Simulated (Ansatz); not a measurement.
## ZrC: do energies and stresses tell the same story?

Theory: DFT r2SCAN, scalar-relativistic, plane waves, PAW in Ansatz.

Settings: cutoff 500 eV, Γ-centred mesh 16×16×16 on the computed 2-atom cell, Gaussian smearing of 0.10 eV; no spin polarisation.

Relaxed cell: Fm-3m, a = 4.712 Å, b = 4.712 Å, c = 4.712 Å, α = 90.00°, β = 90.00°, γ = 90.00°, 2 atoms in the primitive cell.

Energies at zero smearing and pressures from the stress tensor, at volumes with shape and atoms relaxed:
| V (Å³/atom) | E − E(first) (meV/atom) | P (GPa) |
| --- | --- | --- |
| 12.291 | 0.00 | 16.01 |
| 12.683 | -28.35 | 7.38 |
| 13.075 | -37.09 | -0.05 |
| 13.468 | -28.93 | -6.45 |
| 13.860 | -6.23 | -11.96 |

Question: Check P = −dE/dV between neighbouring volumes, and get the bulk modulus from the pressures alone.

Answer: With 1 eV/Å³ = 160.2 GPa:
| middle V (Å³/atom) | −ΔE/ΔV (GPa) | mean P (GPa) |
| --- | --- | --- |
| 12.487 | 11.581 | 11.698 |
| 12.879 | 3.568 | 3.667 |
| 13.272 | -3.332 | -3.248 |
| 13.664 | -9.273 | -9.202 |

The two differ by 0.12 GPa at most. The mean of two end pressures misses the average over a step by about ΔV² P″/12, up to 0.11 GPa here; with that taken off 0.01 GPa remains. Around V = 13.075 Å³/atom, the two neighbours give B = −V ΔP/ΔV = 13.075 × 13.83 / 0.785 = 230.5 GPa, against B0 = 229.7 GPa from the Birch–Murnaghan fit of the energies.

Cost: 6 runs of about 1.1 core-minutes in all, on Arm Neoverse V2 (shared hosts).